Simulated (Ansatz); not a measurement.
Property card for CoSn2

CoSn2:
```
CoSn2
1.0
   -3.13711     3.13711     2.70301
    3.13711    -3.13711     2.70301
    3.13711     3.13711    -2.70301
Co Sn
2 4
Direct
  0.25000   0.25000   0.00000
  0.75000   0.75000   0.00000
  0.16617   0.33383   0.50000
  0.83383   0.66617   0.50000
  0.33383   0.83383   0.16766
  0.66617   0.16617   0.83234
```

Space group I4/mcm (No. 140); conventional cell a = 6.2742 Å, b = 6.2742 Å, c = 5.4060 Å, α = 90.00°, β = 90.00°, γ = 90.00°.

Method: PBEsol in the plane-wave PAW code Ansatz. Geometry: relaxed at this level of theory. Other levels are named where they apply.

**Cell and energy**

- Volume per atom: 17.73 Å³
- Density: 9.25 g/cm³
- Formation energy from the elements (no fitted shifts): -0.12 eV/atom

**Electronic structure**

- Electronic character: metallic (no gap)
- Density of states at the Fermi level: 0.49 states/eV per atom (mean over ±0.08 eV)

**Phonons**

- Highest zone-centre frequency = 229 cm⁻¹
- Zone-centre stability = no imaginary mode at Γ

The workflow started from a Materials Project entry (that database holds measured and hypothetical structures alike); the Crystallography Open Database files this formula in space group No. 140, but the cells were not matched. Its standing as an ambient phase is unchecked. Symmetry was held in the PBEsol relaxation. No spin polarisation was allowed. As this level gives no gap, phonon frequencies hold no LO–TO term and depend on the k-mesh and smearing (Fermi–Dirac, 0.1 eV here). Axis ratios of metals converge slowly with the k-mesh, so a and c are less sure than the volume. The references are the lowest solids computed at this level, not always the standard phases. Spin–orbit coupling is left out wherever it is not named.

Potentials: the later of the program's two PAW sets.
